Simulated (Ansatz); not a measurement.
Total density of states per atom from plane-wave PAW LDA (Ansatz code), in 0.25 eV bins, energy from the valence-band maximum:

```csv
E (eV),states/eV/atom
-6.62,0.00
-6.37,0.39
-6.12,0.48
-5.87,0.33
-5.62,0.73
-5.37,0.60
-5.12,0.84
-4.87,0.59
-4.62,0.55
-4.37,0.53
-4.12,0.60
-3.87,0.75
-3.62,0.76
-3.37,0.75
-3.12,0.80
-2.87,0.85
-2.62,0.84
-2.37,0.86
-2.12,0.80
-1.87,0.55
-1.62,0.60
-1.37,0.64
-1.12,0.72
-0.87,1.19
-0.62,0.66
-0.37,0.49
-0.12,0.22
0.13,0.00
0.38,0.00
0.63,0.00
0.88,0.00
1.13,0.00
1.38,0.00
1.63,0.00
1.88,0.00
2.13,0.00
2.38,0.05
2.63,0.15
2.88,0.19
3.13,0.54
3.38,0.47
3.63,0.30
3.88,0.30
4.13,0.40
4.38,0.29
4.63,0.52
4.88,0.78
5.13,0.71
5.38,0.55
5.63,0.59
5.88,0.46
6.13,0.35
6.38,0.30
6.63,0.31
6.88,0.28
```

Q: Which compound is it?
A. AlNi, CsCl type
B. Cs2Se, anti-fluorite
C. Ta2O5, Cmmm (Ta on 4i, O on 4j, O on 4i, O on 2a)
D. HgO, P3_121 (Hg on 3b, O on 3a)

A: C, Ta2O5, Cmmm (Ta on 4i, O on 4j, O on 4i, O on 2a). Top 1 eV of the valence band: O 2p 97 %. Bottom 1 eV of the conduction band: Ta 5d 89 %, O 2p 8 %. Projections are on Löwdin-orthogonalised atomic valence shells; empty p or d shells of many metals are not among them.

The first step of the workflow began from a Materials Project structure, measured or hypothetical; the Crystallography Open Database copy checked does not list it. COD files the formula under space group No. 49, so this cell is another polymorph or a model. Whether it is the stable phase at ambient conditions was not checked. The LDA relaxation kept the symmetry of its start; of distortions, only those at the zone centre were tested. No spin polarisation was allowed. Scalar-relativistic: spin–orbit coupling is off unless named, which matters more the heavier the elements.

Potentials: the later of the program's two PAW sets.
